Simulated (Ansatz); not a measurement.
Ni3Sn (Cu3Au type, Pm-3m) under volume change, the program Ansatz at the PBEsol level (PAW), scaled uniformly.

| V (Å³/atom) | E − E(relaxed) (meV/atom) | P (GPa) |
|---|---|---|
| 11.312 | 71.8 | 22.54 |
| 11.685 | 30.0 | 13.68 |
| 12.058 | 7.0 | 6.24 |
| 12.431 | 0.0 | 0.00 |
| 12.803 | 6.3 | -5.23 |
| 13.176 | 23.7 | -9.61 |
| 13.549 | 50.4 | -13.27 |

**Question.** What does a third-order Birch–Murnaghan fit give for V₀, B₀ and B′?

**Answer.** V₀ = 12.43 Å³/atom, B₀ = 190 GPa, B′ = 4.9.

The workflow started from an entry of the Crystallography Open Database (COD), which files this formula under 3 space groups. Whether it is the stable phase at ambient conditions was not checked. The PBEsol relaxation kept the symmetry of its start; its stability against distortions is not shown here. The workflow began spin-polarised and lost its moments. Spin–orbit coupling is left out wherever it is not named.

Potentials: the later of the program's two PAW sets.
